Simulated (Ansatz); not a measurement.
A generated cell, not matched to a known phase here, of ZnBr$_{2}$: P4₂/mnm (No. 136), tP6, rutile type; a = b = 6.499 Å, c = 3.715 Å, α = β = γ = 90.00°; Zn 2a (0.000, 0.000, 0.000); Br 4f (0.313, 0.313, 0.000). Calculation: r2SCAN (plane waves to 500 eV, PAW, scalar-relativistic; Ansatz, a first-principles code). Element references, the lowest calculated here: Zn (P6₃/mmc), Br (Cmce).

Question: What formation energy of this P4₂/mnm form of ZnBr2 from the elements does r2SCAN give?

Answer: -0.91 eV/atom.

A lower structure of this composition may exist.

Static energies, no anion corrections, no zero-point energy. Values are rounded to 0.01 eV/atom. Not shown to be the ambient phase of their composition (a lower form may be missing, and a cell relaxed within its start's symmetry can be a saddle point): ZnBr2 (P4₂/mnm). The compounds carry no spin polarisation.
